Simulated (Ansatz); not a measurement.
WSe$_{2}$:
```
WSe2
1.0
    3.30025     0.00000     0.00000
   -1.65012     2.85810     0.00000
    0.00000     0.00000     7.26148
W Se
1 2
Direct
  0.00000   0.00000   0.00000
  0.33333   0.66667   0.22927
  0.33333   0.66667   0.77073
```

Relaxed with r²SCAN+D4. Special points in fractions of this cell's reciprocal vectors: Γ (0.000, 0.000, 0.000); M (0.500, 0.000, 0.000); K (0.333, 0.333, 0.000); A (0.000, 0.000, 0.500); L (0.500, 0.000, 0.500); H (0.333, 0.333, 0.500).

Q: List the band energies nearest the valence-band maximum at these points for plane-wave PAW r²SCAN+D4 (Ansatz code).

A: In eV from the valence-band maximum; about four levels below and three above (degenerate sets whole), none deeper than 8.9 eV; points with the same levels are listed once.

```csv
k,below,above
Γ,-1.70 -1.40 -1.40 -0.70,3.09 3.09 3.20 3.20
M,-3.24 -2.03 -1.23 -1.15,2.49 2.75 4.34
K,-4.21 -3.46 -2.28 -0.10,1.63 3.24 3.47
A,-2.58 -2.58 -1.42 -1.42 0.00,3.04 3.04 3.27 3.27
L,-3.26 -2.65 -1.10 -0.97,2.50 2.95 3.66
H,-3.82 -3.59 -2.83 -0.03,1.63 2.75 3.92
```

Space group P-6m2. The workflow started from a Materials Project entry (that database holds measured and hypothetical structures alike); the Crystallography Open Database copy checked does not list it. It is not the phase usual at ambient conditions (space group No. 194). The cell keeps a stress of up to 0.2 GPa. Symmetry was held in the r²SCAN+D4 relaxation; its stability against distortions is not shown here. No spin polarisation was allowed. Scalar-relativistic: spin–orbit coupling is off unless named, which matters more the heavier the elements.

Potentials: the later of the program's two PAW sets.
